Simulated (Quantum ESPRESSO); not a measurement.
Inputs of pw.x and gipaw.x (a modified build of Quantum ESPRESSO, PBE) for KZnF3; the starting potential comes from an earlier run on another mesh:

```
&CONTROL
  calculation = 'scf'
  prefix = 'x'
  pseudo_dir = './pseudo'
  outdir = './out'
  tprnfor = .true.
/
&SYSTEM
  ibrav = 0
  nat = 5
  ntyp = 3
  ecutwfc = 45
  ecutrho = 180
  occupations = 'fixed'
  nbnd = 21
/
&ELECTRONS
  conv_thr = 1e-11
  startingpot = 'file'
/
ATOMIC_SPECIES
K 39.098 K.GGA_PBE-JTH.UPF
Zn 65.380 Zn.GGA_PBE-JTH.UPF
F 18.998 F.GGA_PBE-JTH.UPF
CELL_PARAMETERS angstrom
    4.047420000000     0.000000000000     0.000000000000
    0.000000000000     4.047420000000     0.000000000000
    0.000000000000     0.000000000000     4.047420000000
ATOMIC_POSITIONS crystal
K      0.000000000000     0.000000000000     0.000000000000
Zn     0.500000000000     0.500000000000     0.500000000000
F      0.000000000000     0.500000000000     0.500000000000
F      0.500000000000     0.000000000000     0.500000000000
F      0.500000000000     0.500000000000     0.000000000000
K_POINTS automatic
5 5 5 1 1 1
```

```
&INPUTGIPAW
  job = 'nmr'
  prefix = 'x'
  tmp_dir = './out/'
  restart_mode = 'from_scratch'
  pawproj(1) = .true.
  pawproj(2) = .true.
  pawproj(3) = .true.
  use_nmr_macroscopic_shape = .false.
/
```

The cell comes from the Materials Project (a computed structure). It is KZnF3 in Pm-3m; whether this form has been observed was not checked. Stability against distortions was not tested.

Question: What does gipaw.x print for the total shieldings?

Answer: 
```
     f-sum rule (should be   -30.5328):
           -30.5340          0.0000          0.0000
             0.0000        -30.5340          0.0000
             0.0000          0.0000        -30.5340

     Total NMR chemical shifts in ppm: ---------------------------------------
     (adopting the Simpson convention for anisotropy and asymmetry)-----------

     Atom  1  K   pos: (  0.000000  0.000000  0.000000)  Total sigma:        1194.27
          1194.2706          0.0000         -0.0000
             0.0000       1194.2706         -0.0000
             0.0000          0.0000       1194.2706

     K       1    anisotropy:     -0.00    eta:    0.0000
     K       1    sigma_11=   1194.27
     K       1    sigma_22=   1194.27
     K       1    sigma_33=   1194.27

     Atom  2  Zn  pos: (  0.500000  0.500000  0.500000)  Total sigma:        1776.18
          1776.1779         -0.0000         -0.0000
            -0.0000       1776.1779         -0.0000
            -0.0000         -0.0000       1776.1779

     Zn      2    anisotropy:      0.00    eta:    0.0000
     Zn      2    sigma_11=   1776.18
     Zn      2    sigma_22=   1776.18
     Zn      2    sigma_33=   1776.18

     Atom  3  F   pos: (  0.000000  0.500000  0.500000)  Total sigma:         329.53
           351.4588          0.0000          0.0000
             0.0000        318.5684          0.0000
             0.0000          0.0000        318.5684

     F       3    anisotropy:     32.89    eta:    0.0000
     F       3    sigma_11=    318.57
     F       3    sigma_22=    318.57
     F       3    sigma_33=    351.46

     Atom  4  F   pos: (  0.500000  0.000000  0.500000)  Total sigma:         329.53
           318.5684         -0.0000         -0.0000
            -0.0000        351.4588          0.0000
             0.0000         -0.0000        318.5684

     F       4    anisotropy:     32.89    eta:    0.0000
     F       4    sigma_11=    318.57
     F       4    sigma_22=    318.57
     F       4    sigma_33=    351.46

     Atom  5  F   pos: (  0.500000  0.500000  0.000000)  Total sigma:         329.53
           318.5684          0.0000         -0.0000
             0.0000        318.5684         -0.0000
             0.0000          0.0000        351.4588

     F       5    anisotropy:     32.89    eta:    0.0000
     F       5    sigma_11=    318.57
     F       5    sigma_22=    318.57
     F       5    sigma_33=    351.46
```
The printed anisotropy is 3/2 (σ_33 − σ_iso) in the program's own order; the axes are left out here. Anisotropies that symmetry doesn't fix are less certain than the isotropic values. Shieldings are absolute and leave out the bulk-susceptibility term; a larger σ means a smaller chemical shift. In our sweeps, cutoffs and meshes of this size left a few ppm, and up to some 20 ppm on atoms from Zn on. The structure is static (0 K, no zero-point motion).
